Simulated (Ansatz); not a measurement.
## AgW: computed property card

AgW:
```cif
data_AgW
_chemical_formula_sum 'Ag1 W1'
_space_group_name_H-M_alt 'P 1'
_space_group_IT_number 1
_cell_length_a 3.17605
_cell_length_b 3.17605
_cell_length_c 3.17605
_cell_angle_alpha 90.000
_cell_angle_beta 90.000
_cell_angle_gamma 90.000
loop_
_space_group_symop_operation_xyz
  'x, y, z'
loop_
_atom_site_label
_atom_site_type_symbol
_atom_site_fract_x
_atom_site_fract_y
_atom_site_fract_z
_atom_site_occupancy
Ag1 Ag 0.00000 0.00000 0.00000 1
W1 W 0.50000 0.50000 0.50000 1
```

Space group Pm-3m (No. 221), CsCl type; conventional cell a = 3.176 Å, b = 3.176 Å, c = 3.176 Å, α = 90.00°, β = 90.00°, γ = 90.00°.

Method: PBEsol in the plane-wave PAW code Ansatz. Structure relaxed to zero pressure with the same functional. Other levels are named where they apply.

**Cell and energy**

* **Volume per atom**: 16.02 Å³
* **Density**: 15.12 g/cm³
* **Formation energy from the elements (no fitted shifts)**: 1.14 eV/atom

**Electronic structure**

Electronic character: metallic (no gap)
Density of states at the Fermi level: 1.5 states/eV per atom (mean over ±0.08 eV)
Gap with spin–orbit coupling: none (metallic)

**Mechanics**

- Bulk modulus (Birch–Murnaghan fit) = 225 GPa
- Pressure derivative B′ = 4.8
- Elastic constants (relaxed ions, GPa) = C11 = 78.6, C12 = 298, C44 = 146
- Mechanical stability = unstable (C has a negative eigenvalue)

**Phonons**

- Highest zone-centre frequency: 159 cm⁻¹
- Zone-centre stability: no imaginary mode at Γ

The start of the workflow was typed in or built on a structure type; neither database checked (COD, Materials Project) lists it. Its standing as an ambient phase is unchecked. Symmetry was held in the PBEsol relaxation. No spin polarisation was allowed. Its formation energy is positive at this level, so the cell may be metastable or incomplete. As this level gives no gap, shear constants depend on the k-mesh and smearing (Fermi–Dirac, 0.1 eV here). As this level gives no gap, phonon frequencies hold no LO–TO term and depend on the k-mesh and smearing (Fermi–Dirac, 0.1 eV here). The references are the lowest solids computed at this level, not always the standard phases. Spin–orbit coupling is left out wherever it is not named.

Potentials: the later of the program's two PAW sets.
